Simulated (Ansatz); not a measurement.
Pt (fcc, Cu type), energy over volume and axial ratio

Pt (fcc, Cu type)

```cif
data_Pt4
_chemical_formula_sum 'Pt4'
_space_group_name_H-M_alt 'Fm-3m'
_space_group_IT_number 225
_space_group_name_Hall '-F 4 2 3'
_cell_length_a 3.94001
_cell_length_b 3.94001
_cell_length_c 3.94001
_cell_angle_alpha 90.000
_cell_angle_beta 90.000
_cell_angle_gamma 90.000
loop_
_atom_site_label
_atom_site_type_symbol
_atom_site_symmetry_multiplicity
_atom_site_Wyckoff_symbol
_atom_site_fract_x
_atom_site_fract_y
_atom_site_fract_z
_atom_site_occupancy
Pt1 Pt 4 a 0.00000 0.00000 0.00000 1
```
(The calculation used a cell of 1 atom; values per cell refer to that cell.)

Two coordinates are scanned: the volume, and the ratio of the stretch along z (the conventional c axis) to the stretch across it. Atoms keep their fractional coordinates.

These are r2SCAN (plane waves to 500 eV, PAW, scalar-relativistic; Ansatz, a quantum-chemistry and plane-wave program) values and carry that method's errors. k mesh 20×20×20 (Γ-centred), Fermi-Dirac smearing 0.05 eV. The energy includes the smearing's −TS. Compression counts positive. With partly filled bands, the response to shear is sensitive to the k mesh, so small differences along c/a are uncertain. Pt is run without spin polarisation. Pt was relaxed with its symmetry unable to fall. Spin-orbit coupling is left out, though Pt is heavy. The PAW data are Ansatz's earlier set. ΔE is measured from the relaxed starting cell.

ΔE (kJ/mol of atoms), with V/V₀ across and (c/a)/(c/a)₀ down:

```tsv
(c/a)/(c/a)₀ \ V/V₀	0.920	0.947	0.973	1.000	1.027	1.053	1.080
0.960	10.1	4.5	1.4	0.4	1.2	3.5	7.0
0.973	9.8	4.2	1.1	0.2	1.0	3.3	6.9
0.987	9.6	4.1	1.0	0.0	0.9	3.2	6.8
1.000	9.6	4.0	0.9	0.0	0.8	3.2	6.8
1.013	9.6	4.1	1.0	0.1	0.9	3.2	6.8
1.027	9.8	4.3	1.2	0.2	1.0	3.3	6.9
1.040	10.2	4.6	1.5	0.5	1.3	3.6	7.1
```

P (GPa), with V/V₀ across and (c/a)/(c/a)₀ down:

```
(c/a)/(c/a)₀ \ V/V₀  0.920  0.947  0.973  1.000  1.027  1.053  1.080
-------------------  -----  -----  -----  -----  -----  -----  -----
0.960                 28.6   17.4    8.1    0.2   -6.5  -12.1  -16.7
0.973                 28.4   17.3    8.0    0.1   -6.6  -12.1  -16.8
0.987                 28.4   17.3    7.9    0.0   -6.6  -12.2  -16.8
1.000                 28.4   17.3    7.9    0.0   -6.6  -12.2  -16.9
1.013                 28.4   17.3    7.9    0.0   -6.6  -12.2  -16.8
1.027                 28.5   17.4    8.0    0.1   -6.6  -12.1  -16.8
1.040                 28.6   17.5    8.1    0.2   -6.5  -12.0  -16.7
```

Derived quantities:

```
Item                                                                                              Result
-----------------------------------------------------  -------------------------------------------------
Shear modulus C′ = (C11 − C12)/2 (fit, atoms clamped)                                             45 GPa
Lowest place on the grid                                 V/V₀ = 1.000, (c/a)/(c/a)₀ = 1.000 (0 meV/atom)
Highest place on the grid                              V/V₀ = 0.920, (c/a)/(c/a)₀ = 1.040 (106 meV/atom)
```

The 49 points together took about 18 core-minutes (a rough figure).

(Under strain, the slope of the energy per volume gives the stress and its curvature an elastic modulus.)
